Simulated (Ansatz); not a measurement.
Put In₃SbTe₂ in P6/mmm (No. 191): In on 3g; Sb on 1b; Te on 2c.

Method: DFT PBE, scalar-relativistic, plane waves, PAW (Ansatz 0.2.0). Cutoff 420 eV, Γ-centred mesh, Gaussian smearing, no spin polarisation.

Formation energies are uncorrected and refer to the elements' standard structures at the same level.

Question: Which cell and coordinates does it relax to?

Answer:

Space group P6/mmm (No. 191). a = 7.189 Å, b = 7.189 Å, c = 4.524 Å, α = 90.00°, β = 90.00°, γ = 120.00°
| atom | site | symmetry | x | y | z |
| --- | --- | --- | --- | --- | --- |
| In | 3g | mmm | 0.5000 | 0.0000 | 0.5000 |
| Sb | 1b | 6/mmm | 0.0000 | 0.0000 | 0.5000 |
| Te | 2c | -6m2 | 0.3333 | 0.6667 | 0.0000 |

Around In lie 4 Te at 3.07 Å, 4 In at 3.59 Å and 2 Sb at 3.59 Å; around Sb lie 6 In at 3.59 Å; around Te lie 6 In at 3.07 Å. Another local minimum with the same sites may exist.

Question: Where does its energy lie, and is it a metal?

Answer: The formation energy is +0.12 eV/atom and the gap on the 6×6×8 mesh of the 6-atom cell is 0 eV (a metal). It can't be a ground state, since the elements alone are lower.

The last run used Gaussian smearing of 0.10 eV. Spin–orbit coupling, which can matter for Sb and Te, is left out. The reference form of Te is held partly by dispersion forces, which this level lacks. A structure relaxed within its symmetry needn't be a true minimum. Another cell of In3SbTe2 relaxed alike, in Immm (a Materials Project cell), lies 0.33 eV/atom lower, so this cell isn't the stable form at this level.
